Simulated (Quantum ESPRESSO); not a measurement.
# Si3BC3N: input and log of a self-consistent run

A calculation, not a measurement. The program is pw.x of Quantum ESPRESSO 7.5 (plane-wave density functional theory). The cell is made up: 8 atoms on a wurtzite lattice, with randomly drawn elements, strain and displacements, not relaxed. PseudoDojo standard norm-conserving files (v0.5 for PBE, v0.4.1 for LDA and PBEsol) set the functional; there is no spin polarisation, spin-orbit coupling or dispersion term, and the masses in the input are unused placeholders.

Input:

```
&control calculation='scf', pseudo_dir='./dojo.nc.sr.pbe.v0_5.standard.upf', outdir='./o', disk_io='medium', tprnfor=.true., tstress=.true. /
&system ibrav=0, nat=8, ntyp=4, nbnd=22, ecutwfc=105.61755193, nosym=.true., tot_charge=0,
 occupations='smearing', smearing='fd', degauss=0.0018374661
/
&electrons conv_thr=7.350e-09, electron_maxstep=60, /
ATOMIC_SPECIES
B 1.0 B.upf
C 1.0 C.upf
N 1.0 N.upf
Si 1.0 Si.upf
CELL_PARAMETERS angstrom
3.1142 -0.0243 0.0213
-0.0421 5.2463 0.051
0.0348 0.0481 5.0071
ATOMIC_POSITIONS angstrom
Si 0.0423 -0.1122 0.0258
Si 1.5919 2.7191 -0.1121
Si 1.5525 0.8453 2.4819
B -0.0165 3.5939 2.4232
C 0.0489 0.0251 1.7659
C 1.7062 2.4835 1.938
C 1.5526 0.8605 4.3114
N -0.0211 3.6398 4.4565
K_POINTS automatic
8 6 6 1 1 1
```

The log is shortened where brackets say so; the opening notice, blank lines, dates and the lines on written files are dropped, and the path of the files is cut. It prints rydbergs, bohrs and kilobars, and counts compression as positive stress. With no partly filled state, the Fermi energy that it prints is only some level between the filled and the empty states on the mesh, and need not lie in the true gap.

```
     Program PWSCF v.7.5
     Parallel version (MPI & OpenMP), running on       1 processor cores
     Number of MPI processes:                 1
     Threads/MPI process:                     1
     [start-up lines left out]
     bravais-lattice index     =            0
     lattice parameter (alat)  =       5.8853  a.u.
     unit-cell volume          =     551.9422 (a.u.)^3
     number of atoms/cell      =            8
     number of atomic types    =            4
     number of electrons       =        32.00
     number of Kohn-Sham states=           22
     kinetic-energy cutoff     =     105.6176  Ry
     charge density cutoff     =     422.4702  Ry
     scf convergence threshold =      7.3E-09
     mixing beta               =       0.7000
     number of iterations used =            8  plain     mixing
     Exchange-correlation= PBE
                           (   1   4   3   4   0   0   0)
     [axes and pseudopotential details left out]
   Cartesian axes
     site n.     atom                  positions (alat units)
         1        Si     tau(   1) = (   0.0135822  -0.0360266   0.0082842  )
         2        Si     tau(   2) = (   0.5111471   0.8730825  -0.0359945  )
         3        Si     tau(   3) = (   0.4984961   0.2714195   0.7969194  )
         4        B      tau(   4) = (  -0.0052980   1.1539742   0.7780713  )
         5        C      tau(   5) = (   0.0157014   0.0080594   0.5670172  )
         6        C      tau(   6) = (   0.5478480   0.7974331   0.6222772  )
         7        C      tau(   7) = (   0.4985282   0.2763001   1.3843581  )
         8        N      tau(   8) = (  -0.0067751   1.1687124   1.4309486  )
     number of k points=   144  Fermi-Dirac smearing, width (Ry)=  0.0018
     Number of k-points >= 100: set verbosity='high' to print them.
     Dense  grid:    80931 G-vectors     FFT dimensions: (  40,  72,  64)
     Estimated max dynamical RAM per process >      91.93 MB
     Initial potential from superposition of free atoms
     starting charge      31.9978, renormalised to      32.0000
     Starting wfcs are   32 randomized atomic wfcs
     total cpu time spent up to now is       18.2 secs
     per-process dynamical memory:    74.9 Mb
     Self-consistent Calculation
     iteration #  1     ecut=   105.62 Ry     beta= 0.70
     Davidson diagonalization with overlap
     ethr =  1.00E-02,  avg # of iterations =  3.0
     total cpu time spent up to now is       54.9 secs
     total energy              =     -87.43980509 Ry
     estimated scf accuracy    <       1.70833125 Ry
     iteration #  2     ecut=   105.62 Ry     beta= 0.70
     Davidson diagonalization with overlap
     ethr =  5.34E-03,  avg # of iterations =  2.1
     total cpu time spent up to now is       90.0 secs
     total energy              =     -87.86373290 Ry
     estimated scf accuracy    <       1.15107056 Ry
     iteration #  3     ecut=   105.62 Ry     beta= 0.70
     Davidson diagonalization with overlap
     ethr =  3.60E-03,  avg # of iterations =  2.0
     total cpu time spent up to now is      119.2 secs
     total energy              =     -88.06897551 Ry
     estimated scf accuracy    <       0.08952351 Ry
     iteration #  4     ecut=   105.62 Ry     beta= 0.70
     Davidson diagonalization with overlap
     ethr =  2.80E-04,  avg # of iterations =  5.6
     total cpu time spent up to now is      164.4 secs
     total energy              =     -88.09437676 Ry
     estimated scf accuracy    <       0.00631795 Ry
     iteration #  5     ecut=   105.62 Ry     beta= 0.70
     Davidson diagonalization with overlap
     c_bands:  1 eigenvalues not converged
     ethr =  1.97E-05,  avg # of iterations =  8.3
     total cpu time spent up to now is      219.5 secs
     total energy              =     -88.09598582 Ry
     estimated scf accuracy    <       0.00338375 Ry
     [iterations 6 to 7 left out]
     iteration #  8     ecut=   105.62 Ry     beta= 0.70
     Davidson diagonalization with overlap
     ethr =  1.03E-07,  avg # of iterations =  3.3
     total cpu time spent up to now is      316.5 secs
     total energy              =     -88.09644905 Ry
     estimated scf accuracy    <       0.00000406 Ry
     iteration #  9     ecut=   105.62 Ry     beta= 0.70
     Davidson diagonalization with overlap
     ethr =  1.27E-08,  avg # of iterations =  2.1
     total cpu time spent up to now is      351.5 secs
     total energy              =     -88.09644945 Ry
     estimated scf accuracy    <       0.00000094 Ry
     iteration # 10     ecut=   105.62 Ry     beta= 0.70
     Davidson diagonalization with overlap
     ethr =  2.95E-09,  avg # of iterations =  2.0
     total cpu time spent up to now is      383.8 secs
     total energy              =     -88.09644960 Ry
     estimated scf accuracy    <       0.00000007 Ry
     iteration # 11     ecut=   105.62 Ry     beta= 0.70
     Davidson diagonalization with overlap
     ethr =  2.25E-10,  avg # of iterations =  3.6
     total cpu time spent up to now is      418.6 secs
     total energy              =     -88.09644963 Ry
     estimated scf accuracy    <       0.00000001 Ry
     iteration # 12     ecut=   105.62 Ry     beta= 0.70
     Davidson diagonalization with overlap
     ethr =  4.02E-11,  avg # of iterations =  2.0
     total cpu time spent up to now is      454.3 secs
     End of self-consistent calculation
     Number of k-points >= 100: set verbosity='high' to print the bands.
     the Fermi energy is     9.9196 ev
!    total energy              =     -88.09644963 Ry
     estimated scf accuracy    <          6.9E-10 Ry
     smearing contrib. (-TS)   =      -0.00000000 Ry
     internal energy E=F+TS    =     -88.09644963 Ry
     The total energy is F=E-TS. E is the sum of the following terms:
     one-electron contribution =      13.49995821 Ry
     hartree contribution      =      12.80564803 Ry
     xc contribution           =     -30.88276802 Ry
     ewald contribution        =     -83.51928786 Ry
     convergence has been achieved in  12 iterations
     Forces acting on atoms (cartesian axes, Ry/au):
     atom    1 type  4   force =    -0.03106720    0.20407617   -0.05595499
     atom    2 type  4   force =    -0.04993762   -0.13899816    0.09790379
     atom    3 type  4   force =     0.03151695   -0.07695224   -0.02350641
     atom    4 type  1   force =    -0.00457464   -0.05206886   -0.06261949
     atom    5 type  2   force =    -0.03022023   -0.11777415    0.14492845
     atom    6 type  2   force =    -0.00472663    0.27626536   -0.04393993
     atom    7 type  2   force =     0.03486349    0.01043628    0.04844892
     atom    8 type  3   force =     0.05414588   -0.10498440   -0.10526035
     Total force =     0.483769     Total SCF correction =     0.000039
     Computing stress (Cartesian axis) and pressure
          total   stress  (Ry/bohr**3)                   (kbar)     P=      -66.18
  -0.00110295   0.00029267  -0.00027954         -162.25       43.05      -41.12
   0.00029267  -0.00018626   0.00003289           43.05      -27.40        4.84
  -0.00027954   0.00003289  -0.00006039          -41.12        4.84       -8.88
     init_run     :     17.83s CPU     18.05s WALL (       1 calls)
     electrons    :    415.07s CPU    436.18s WALL (       1 calls)
     forces       :      4.73s CPU      4.78s WALL (       1 calls)
     stress       :     20.50s CPU     20.58s WALL (       1 calls)
     [timing details left out]
     PWSCF        :   7m38.35s CPU   8m 0.02s WALL
     JOB DONE.
```

In other units: free energy -1198.613 eV for the cell, pressure -6.62 GPa, largest force component 7.103 eV/Å. This run is the check on a run of the same cell at 1143 eV and a 6 x 4 x 4 mesh: rerunning at 1437 eV and a 8 x 6 x 6 mesh moved values by no more than 0.002 eV in energy, 0.11 GPa in stress and 0.009 eV/Å in force.